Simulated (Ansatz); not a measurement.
Bulk crystal (Ag) after relaxation:

```yaml
crystal:
  lattice:
    - [2.87095, 0.00000, 0.00000]
    - [-1.43548, 2.48632, 0.00000]
    - [0.00000, 0.00000, 9.33806]
  atoms:
    - { symbol: Ag, position: [0.33333, 0.66667, 0.25000] }
    - { symbol: Ag, position: [0.66667, 0.33333, 0.75000] }
    - { symbol: Ag, position: [0.00000, 0.00000, 0.00000] }
    - { symbol: Ag, position: [0.00000, 0.00000, 0.50000] }
```

Miller indices refer to the conventional cell of P6_3/mmc (No. 194), a = 2.871 Å, b = 2.871 Å, c = 9.338 Å, α = 90.00°, β = 90.00°, γ = 120.00°.

The (102) slab of 14 planes, 10.2 Å thick with 15 Å of vacuum as cut; outer planes Ag (top) and Ag (bottom).

Method: DFT PBEsol, scalar-relativistic, plane waves, PAW (Ansatz 0.2.0). Plane waves to 420 eV, a k mesh through Γ of 12×4×1 on the computed 18-atom cell and Gaussian smearing (0.10 eV); no spin polarisation. The cell repeats along c with a dipole correction in the vacuum.

With the atoms at the bulk's places:

```json
{"Surface energy (mean of both faces)": "1.24 J/m²", "Work function": "4.35 eV"}
```

**Question.** What changes when all atoms relax within this surface cell and its symmetry?

**Answer.** The energy falls by 0.035 J/m² a face, and the largest move is 0.17 Å.

For the relaxed slab, the surface energy (mean of both faces) is 1.20 J/m². The work function is 4.36 eV.

| plane (bottom to top) | atoms | spacing to next, bulk (Å) | relaxed (Å) | change (%) | rumpling (Å) |
| --- | --- | --- | --- | --- | --- |
| 1 | Ag | 1.463 | 1.368 | -6.5 | 0.000 |
| 2 | Ag | 0.366 | 0.270 | -26.1 | 0.000 |
| 3 | Ag2 | 0.366 | 0.384 | +4.9 | 0.025 |
| 4 | Ag | 1.463 | 1.468 | +0.3 | 0.000 |
| 5 | Ag | 0.366 | 0.372 | +1.8 | 0.000 |
| 6 | Ag2 | 0.366 | 0.359 | -1.9 | 0.033 |
| 7 | Ag | 1.463 | 1.461 | -0.1 | 0.000 |
| 8 | Ag | 0.366 | 0.359 | -1.9 | 0.000 |
| 9 | Ag2 | 0.366 | 0.372 | +1.8 | 0.033 |
| 10 | Ag | 1.463 | 1.468 | +0.3 | 0.000 |
| 11 | Ag | 0.366 | 0.384 | +4.9 | 0.000 |
| 12 | Ag2 | 0.366 | 0.270 | -26.1 | 0.025 |
| 13 | Ag | 1.463 | 1.368 | -6.5 | 0.000 |
| 14 | Ag |  |  |  | 0.000 |

The reference crystal is a form of Ag, which isn't its usual structure.